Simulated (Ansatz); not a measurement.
What DFT gives for In₃Pd₅

```
CELL_PARAMETERS angstrom
11.04802 0.00000 0.00000
0.00000 5.61424 0.00000
0.00000 0.00000 4.24978
ATOMIC_POSITIONS crystal
Pd 0.23000 0.09000 0.00000
Pd 0.77000 0.91000 0.00000
Pd 0.73000 0.41000 0.00000
Pd 0.27000 0.59000 0.00000
In 0.15000 0.34000 0.50000
In 0.85000 0.66000 0.50000
In 0.65000 0.16000 0.50000
In 0.35000 0.84000 0.50000
Pd 0.00000 0.50000 0.00000
Pd 0.50000 0.00000 0.00000
Pd 0.39000 0.32000 0.50000
Pd 0.61000 0.68000 0.50000
Pd 0.89000 0.18000 0.50000
Pd 0.11000 0.82000 0.50000
In 0.00000 0.00000 0.00000
In 0.50000 0.50000 0.00000
```

Level: LDA, no spin polarisation; 420 eV; 3×6×8 Γ-centred mesh; fermi-dirac occupations (width 0.1 eV); Ansatz 0.2.0, fixed geometry.

- Charges: Bader charges in e: In +0.65 to +0.68, Pd -0.43 to -0.37. In the mean In gives up most and Pd takes most.
- Formation energy: -0.52 eV an atom against the elements' usual phases (free molecules for gases, crystals otherwise, with no correction for O₂ or N₂), so it is bound against them; other compounds may still compete. Relaxing would lower it.
- Contacts: Pd–In at 2.59 Å: least valence density 0.40 e/Å³ and ELF 0.24 there. Pd–Pd at 2.84 Å: least valence density 0.27 e/Å³ and ELF 0.21 there. Both are smooth PAW fields, read partly inside the augmentation spheres.
- Forces: The largest is on Pd1 (and as large on other atoms): 0.96 eV/Å, components (0.96, -0.05, 0.00). It makes 165° with the line to a nearest neighbour, In15 at 2.59 Å, pointing away from it.
- Electronic structure: It is a metal, with about 5.5 states/eV a cell as the mean within 0.25 eV of the Fermi level, mostly Pd d (47 %) and In p (43 %).

Origin: a database entry at a rescaled volume.
